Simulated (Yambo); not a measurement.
Yambo run on SiC (zinc blende, space group F-43m, No. 216). The wavefunctions are norm-conserving LDA (Quantum ESPRESSO, 82 Ry, scalar-relativistic) ones on a 6×6×6 mesh (4 occupied bands); a = 3.059 Å, b = 3.059 Å, c = 3.059 Å, α = 60.00°, β = 60.00°, γ = 60.00°.

Yambo input:

```
rim_cut
gw0
dyson
el_el_corr
HF_and_locXC
ppa
em1d
RandQpts= 1000000
RandGvec= 1 Ry
EXXRLvcs= 82 Ry
VXCRLvcs= 328 Ry
Chimod= "HARTREE"
% BndsRnXp
 1 | 14 |
%
NGsBlkXp= 2 Ry
% LongDrXp
 1.0 | 1.0 | 1.0 |
%
PPAPntXp= 27.2114 eV
% GbndRnge
 1 | 14 |
%
GTermKind= "BG"
DysSolver= "n"
ExtendOut
% QPkrange
 1 | 1 | 4 | 4 |
 13 | 13 | 4 | 5 |
%
```

k points by index: 1 = Γ, 13 = X.

Resulting energies as the program prints them:

```
#    K-point    Band    Eo [eV]    E [eV]    E-Eo [eV]    Vxc [eV]    Vnlxc [eV]    Sc|Eo [eV]    Sc|E [eV]    dSc/dw|Eo [eV]    Re(Z)    Im(Z)
#
    1    4    0.000000    0.076144    0.076144    -14.89779    -17.56077    2.756794    2.739125    -6.321482    0.811482    -0.001171
    13    4    -3.242417    -3.532396    -0.289978    -13.59890    -17.45209    3.488700    3.563206    -6.988722    0.795650    -0.001328
    13    5    1.310421    2.015055    0.704634    -10.77119    -6.542812    -3.381460    -3.523741    -5.493878    0.832017    -0.001056
```
(The two width columns are left out.) Convergence of these settings isn't established.

Geometry relaxed with LDA.
